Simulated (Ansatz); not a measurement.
InP (zinc blende)

```yaml
crystal:
  lattice:
    - [0.00000, 2.95351, 2.95351]
    - [2.95351, 0.00000, 2.95351]
    - [2.95351, 2.95351, 0.00000]
  atoms:
    - { symbol: P, position: [0.75000, 0.75000, 0.75000] }
    - { symbol: In, position: [0.00000, 0.00000, 0.00000] }
```

Calculation: r2SCAN (plane waves to 500 eV, PAW, scalar-relativistic; Ansatz, a program for electronic structure). Harmonic phonons by density-functional perturbation theory on a 10×10×10 k mesh, in cm⁻¹; i marks imaginary ones, q is in fractions of the reciprocal vectors of the cell shown, and the three acoustic modes at Γ are left out. The non-analytic (LO-TO) term is not included, so polar modes at Γ have their transverse values. InP was relaxed with its symmetry unable to fall.

Problem. Is the structure dynamically stable at Γ, L = (0.5, 0.0, 0.0), X = (0.5, 0.5, 0.0)?

Solution. No imaginary mode at these points (lowest 55 cm⁻¹ at L = (0.5, 0.0, 0.0)); other wave vectors were not tested.

Problem. List the wavenumbers at Γ, L = (0.5, 0.0, 0.0), X = (0.5, 0.5, 0.0), with degeneracies.

Solution. 
```tsv
q	wavenumbers (cm⁻¹)
Γ	296 (×3)
L = (0.5, 0.0, 0.0)	55 (×2), 165, 304 (×2), 330
X = (0.5, 0.5, 0.0)	69 (×2), 178, 314 (×2), 324
```
